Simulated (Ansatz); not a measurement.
An element in the sc structure gives these cold pressures by all-electron LAPW under PBEsol (Ansatz 0.2.0, scalar-relativistic, no spin polarisation).

```
V (Å³/atom)  P (GPa)
     119.28    -0.01
     107.36     0.20
      95.43     0.48
      83.50     0.84
      71.57     1.31
      59.64     1.94
      47.71     3.13
```

(1) Which element is it?

## Answers

(1) Cs. Its zero-pressure volume in this structure is near 119.3 Å³/atom; the volume and the steepness of P(V) together point to it, though neighbours can come close. Neighbours weren't tried against these numbers.
